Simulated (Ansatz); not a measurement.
Calculated with Ansatz: NbNO3, relaxation

input.yaml:

```yaml
crystal:
  lattice:
    - [1.945789, -4.365195, 0.0]
    - [0.0, 2.616264, -3.999527]
    - [5.869341, 0.0, 0.0]
  atoms:
    - { symbol: Nb, position: [0.0, 0.0, 0.0] }
    - { symbol: Nb, position: [0.0, 0.5, 0.5] }
    - { symbol: "N", position: [0.5, 0.75, 0.75] }
    - { symbol: "N", position: [0.5, 0.25, 0.25] }
    - { symbol: O, position: [0.986, 0.75, 0.75] }
    - { symbol: O, position: [0.5, 0.236, 0.75] }
    - { symbol: O, position: [0.014, 0.264, 0.75] }
    - { symbol: O, position: [0.014, 0.25, 0.25] }
    - { symbol: O, position: [0.5, 0.764, 0.25] }
    - { symbol: O, position: [0.986, 0.736, 0.25] }
  symmetry: { tolerance: 0.0003 }
kpoints:
  mp_grid: { grid: [5, 5, 5], shift: [0, 0, 0] }
magnetization:
  spin_polarized: false
scf:
  occupations: { method: cold, width: 0.0258 }
  lower_state_search: "off"
hamiltonian:
  pseudopotentials: { kind: paw }
  xc: pbe
basis:
  ecutwfc: 420
  fft_grid_basis: typed
relax:
  max_steps: 80
  cell: { p_target: 0.0 }
  f_tol: 0.03
output:
  forces: true
  stress: true
  eigenvalues: true
  bader: true
  populations: true
  elf: true
  write_potential: true
  volumetric_format: npy
  dos:
    e_range: [-12, 8]
    de: 0.05
    projected: { site_lists: { "N": ["N"], Nb: [Nb], O: [O] } }
  write_density: true
checkpoint:
  read: saved_state
```

The command:

```bash
ansatz run input.yaml --threads 2 --pin off --max-ram 3584MiB --backend cpu --events-out ev --progress --plain --runs-dir out
```

Origin of the cell: a known structure type with other elements, at an estimated volume, so it need not be a known compound.

The saved state is a converged single point of the same cell.

Steps («new basis» is an SCF on plane waves selected anew at the same cell):

| step | ΔF (meV/atom) | max force component (eV/Å) | P (GPa) | volume (Å³) | SCF iterations | step was |
| --- | --- | --- | --- | --- | --- | --- |
| 1 | 0.0 | 0.651 | 36.28 | 102.47 | 6 | accepted |
| 2 | -171.5 | 0.747 | 3.86 | 114.86 | 8 | accepted |
| 3 | -291.8 | 1.010 | -10.20 | 120.35 | 7 | accepted |
| 4 | -437.6 | 0.841 | -16.05 | 118.55 | 8 | accepted |
| 5 | -572.0 | 0.217 | -11.15 | 111.21 | 7 | accepted |
| 6 | -597.6 | 0.047 | -0.50 | 106.38 | 5 | accepted |
| 7 | -598.8 | 0.002 | -0.08 | 106.38 | 4 | accepted |
| 8 | -598.9 | 0.003 | 0.02 | 106.48 | 4 | accepted |
| 9 | -603.1 | 0.002 | 0.61 | 106.48 | 6 | new basis |
| 10 | -603.3 | 0.001 | 0.05 | 106.64 | 4 | accepted |
| 11 | -603.3 | 0.000 | 0.00 | 106.66 | 4 | accepted |
| 12 | -603.4 | 0.000 | 0.00 | 106.66 | 5 | new basis |
| 13 | -603.4 | 0.000 | 0.00 | 106.64 | 4 | accepted |
| 14 | -603.4 | 0.000 | 0.00 | 106.64 | 4 | new basis |

Step 1, with forces in eV/Å:

```xyz
10
Lattice="1.946 -4.365 0.000 0.000 2.616 -4.000 5.869 0.000 0.000" Properties=species:S:1:pos:R:3:forces:R:3 pbc="T T T" step=1
Nb    0.000    0.000    0.000    0.000    0.000    0.000
Nb    2.935    1.308   -2.000    0.000    0.000    0.000
N     5.375   -0.220   -3.000    0.000    0.000    0.000
N     2.440   -1.529   -1.000    0.000    0.000    0.000
O     6.321   -2.342   -3.000   -0.290    0.651    0.000
O     5.375   -1.565   -0.944    0.000   -0.390    0.596
O     4.429    0.630   -1.056    0.290   -0.261   -0.596
O     1.495    0.593   -1.000    0.290   -0.651    0.000
O     2.440   -0.184   -3.056    0.000    0.390   -0.596
O     3.386   -2.379   -2.944   -0.290    0.261    0.596
```

Step 2, with forces in eV/Å:

```xyz
10
Lattice="2.043 -4.583 0.000 0.000 2.747 -4.199 6.011 -0.067 -0.044" Properties=species:S:1:pos:R:3:forces:R:3 pbc="T T T" step=2
Nb    0.000    0.000    0.000    0.000    0.000    0.000
Nb    3.006    1.340   -2.122    0.000    0.000    0.000
N     5.530   -0.282   -3.182    0.000    0.000    0.000
N     2.524   -1.622   -1.061    0.000    0.000    0.000
O     6.501   -2.460   -3.182   -0.333    0.747    0.000
O     5.530   -1.723   -0.979    0.000   -0.447    0.684
O     4.559    0.591   -1.187    0.333   -0.299   -0.684
O     1.553    0.557   -1.061    0.333   -0.747    0.000
O     2.524   -0.180   -3.264    0.000    0.447   -0.684
O     3.495   -2.494   -3.057   -0.333    0.299    0.684
```

Step 3, with forces in eV/Å:

```xyz
10
Lattice="2.131 -4.781 0.000 0.000 2.865 -4.380 5.897 -0.237 -0.155" Properties=species:S:1:pos:R:3:forces:R:3 pbc="T T T" step=3
Nb    0.000    0.000    0.000    0.000    0.000    0.000
Nb    2.949    1.314   -2.268    0.000    0.000    0.000
N     5.489   -0.419   -3.401    0.000    0.000    0.000
N     2.540   -1.733   -1.134    0.000    0.000    0.000
O     6.417   -2.502   -3.401   -0.450    1.010    0.000
O     5.489   -2.036   -0.930    0.000   -0.606    0.926
O     4.560    0.416   -1.492    0.450   -0.405   -0.926
O     1.611    0.350   -1.134    0.450   -1.010    0.000
O     2.540   -0.117   -3.605    0.000    0.606   -0.926
O     3.469   -2.568   -3.043   -0.450    0.405    0.926
```

Step 4, with forces in eV/Å:

```xyz
10
Lattice="2.139 -4.799 0.000 0.000 2.876 -4.397 5.802 -0.290 -0.190" Properties=species:S:1:pos:R:3:forces:R:3 pbc="T T T" step=4
Nb    0.000    0.000    0.000    0.000    0.000    0.000
Nb    2.901    1.293   -2.294    0.000    0.000    0.000
N     5.421   -0.460   -3.440    0.000    0.000    0.000
N     2.520   -1.753   -1.147    0.000    0.000    0.000
O     6.266   -2.356   -3.440   -0.375    0.841    0.000
O     5.421   -2.200   -0.780    0.000   -0.504    0.771
O     4.576    0.300   -1.703    0.375   -0.337   -0.771
O     1.675    0.143   -1.147    0.375   -0.841    0.000
O     2.520   -0.013   -3.807    0.000    0.504   -0.771
O     3.365   -2.513   -2.884   -0.375    0.337    0.771
```

Step 5, with forces in eV/Å:

```xyz
10
Lattice="2.086 -4.680 0.000 0.000 2.805 -4.288 5.708 -0.260 -0.170" Properties=species:S:1:pos:R:3:forces:R:3 pbc="T T T" step=5
Nb    0.000    0.000    0.000    0.000    0.000    0.000
Nb    2.854    1.272   -2.229    0.000    0.000    0.000
N     5.324   -0.431   -3.343    0.000    0.000    0.000
N     2.470   -1.704   -1.114    0.000    0.000    0.000
O     6.063   -2.089   -3.343    0.097   -0.217    0.000
O     5.324   -2.243   -0.574    0.000    0.130   -0.199
O     4.585    0.233   -1.825   -0.097    0.087    0.199
O     1.731   -0.046   -1.114   -0.097    0.217    0.000
O     2.470    0.108   -3.883    0.000   -0.130    0.199
O     3.209   -2.368   -2.633    0.097   -0.087   -0.199
```

Step 6, with forces in eV/Å:

```xyz
10
Lattice="2.043 -4.582 0.000 0.000 2.746 -4.198 5.670 -0.219 -0.143" Properties=species:S:1:pos:R:3:forces:R:3 pbc="T T T" step=6
Nb    0.000    0.000    0.000    0.000    0.000    0.000
Nb    2.835    1.264   -2.171    0.000    0.000    0.000
N     5.273   -0.396   -3.256    0.000    0.000    0.000
N     2.439   -1.659   -1.085    0.000    0.000    0.000
O     6.007   -2.040   -3.256   -0.021    0.047    0.000
O     5.273   -2.156   -0.565    0.000   -0.028    0.043
O     4.540    0.263   -1.749    0.021   -0.019   -0.043
O     1.706   -0.015   -1.085    0.021   -0.047    0.000
O     2.439    0.101   -3.777    0.000    0.028   -0.043
O     3.172   -2.318   -2.592   -0.021    0.019    0.043
```

Step 9, with forces in eV/Å:

```xyz
10
Lattice="2.028 -4.549 0.000 0.000 2.727 -4.168 5.726 -0.174 -0.114" Properties=species:S:1:pos:R:3:forces:R:3 pbc="T T T" step=9
Nb    0.000    0.000    0.000    0.000    0.000    0.000
Nb    2.863    1.276   -2.141    0.000    0.000    0.000
N     5.309   -0.360   -3.211    0.000    0.000    0.000
N     2.446   -1.636   -1.070    0.000    0.000    0.000
O     6.038   -1.997   -3.211   -0.001    0.002    0.000
O     5.309   -2.106   -0.543    0.000   -0.001    0.002
O     4.579    0.296   -1.712    0.001   -0.001   -0.002
O     1.716    0.001   -1.070    0.001   -0.002    0.000
O     2.446    0.109   -3.739    0.000    0.001   -0.002
O     3.175   -2.292   -2.570   -0.001    0.001    0.002
```

Step 14, with forces in eV/Å:

```xyz
10
Lattice="2.035 -4.565 0.000 0.000 2.736 -4.183 5.707 -0.192 -0.126" Properties=species:S:1:pos:R:3:forces:R:3 pbc="T T T" step=14
Nb    0.000    0.000    0.000    0.000    0.000    0.000
Nb    2.853    1.272   -2.154    0.000    0.000    0.000
N     5.298   -0.375   -3.231    0.000    0.000    0.000
N     2.444   -1.647   -1.077    0.000    0.000    0.000
O     6.028   -2.014   -3.231    0.000    0.000    0.000
O     5.298   -2.128   -0.551    0.000    0.000    0.000
O     4.567    0.282   -1.729    0.000    0.000    0.000
O     1.713   -0.007   -1.077    0.000    0.000    0.000
O     2.444    0.107   -3.758    0.000    0.000    0.000
O     3.175   -2.304   -2.579    0.000    0.000    0.000
```

```
Free energy lowered by                                                                 : 603.4 meV/atom
Volume change                                                                          : 4.07 %
Final pressure                                                                         : 0.00 GPa
Relaxation steps listed                                                                : 14
Formation energy (elements under the same functional, gases as molecules, uncorrected) : -0.646 eV/atom
```

Caveats: no moments, though an odd count or open d shells may carry them; the k mesh is coarse if the cell is a metal; the relaxation held the start's symmetry, so the end may be a saddle point.

Time: 84 s of wall time on 2 CPU thread(s) of a shared host, from a saved density.
